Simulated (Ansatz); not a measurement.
**ZnAg: zone-centre modes under pressure**

ZnAg, Pm-3m, a = 3.118 Å. The structure is a COD entry; whether it is the stable form wasn't checked. Ansatz: PBEsol, PAW, 420 eV, Γ-centred 14×14×14 mesh on 2 atoms, Fermi-Dirac smearing 0.15 eV; no spin polarisation. Cell and atoms are relaxed at each pressure with the symmetry kept; optical modes at Γ by linear response, in cm⁻¹, the highest.

| P (GPa) | V (Å³/atom) | ω1 |
| --- | --- | --- |
| 0 | 15.151 | 162.0 |
| 2 | 14.903 | ? |
| 6 | 14.468 | 181.5 |

Question: Get the mode's Grüneisen parameter γ = −d ln ω/d ln V from the other rows and predict the missing frequency.

Answer: ln(V/V0) = 0.0000, -0.0165, -0.0461; a line through ln(ω/ω0) of the 2 known rows gives ω1: γ = 2.465, predicted 168.7, computed 168.9. The miss is 0.1 %, or 3 % of the shift under pressure, so a constant γ serves at that level. In a metal these frequencies hang on the mesh and smearing.